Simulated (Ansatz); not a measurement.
# Magnetic states of iridium, bcc

Method: Ansatz, DFT, r2SCAN, plane waves (500 eV) with PAW, scalar-relativistic. (PAW data from PBE, frozen cores regenerated.)

Each start was relaxed and then solved on a dense mesh, with Fermi-Dirac smearing of 0.05 eV (0.1 eV in a metal without spin) extrapolated to zero. Rows within 2 meV/atom of each other tie.

Task: Where does each start end, and how do the energies compare? Starts: ferromagnetic; non-magnetic.

Result: 
| start | ends | ΔE (meV/atom) | V (Å³/atom) |
| --- | --- | --- | --- |
| ferromagnetic | ferromagnetic, net 0.81 μB per atom | 0.0 | 14.80 |
| non-magnetic | spin not included | 61.5 | 14.73 |
